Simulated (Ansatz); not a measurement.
An elastic tensor (GPa, Voigt order, standard axes) from PBEsol (plane waves, PAW; program Ansatz):

```
 198  58.4  55.0   0.0   0.0   0.0
58.4   198  55.0   0.0   0.0   0.0
55.0  55.0   214   0.0   0.0   0.0
 0.0   0.0   0.0  67.5   0.0   0.0
 0.0   0.0   0.0   0.0  67.5   0.0
 0.0   0.0   0.0   0.0   0.0  69.6
```

### Question
Which compound is it?
A. WO3, P6/mmm (W on 3f, O on 6l, O on 3g)
B. BeS, P6_422 (Be on 3c, S on 3d)
C. Ge, P6_3/mmc (Ge on 4e, Ge on 4f)
D. TaN, P-62m (Ta on 1a, Ta on 2d, N on 3f)

### Answer
B, BeS, P6_422 (Be on 3c, S on 3d)

The start of the workflow was typed in or built on a structure type; neither database checked (COD, Materials Project) lists it. COD files the formula under space group No. 216, so this cell is another polymorph or a model. Its standing as an ambient phase is unchecked. The PBEsol relaxation kept the symmetry of its start; phonons on a q-mesh show no instability.

Potentials: the later of the program's two PAW sets.
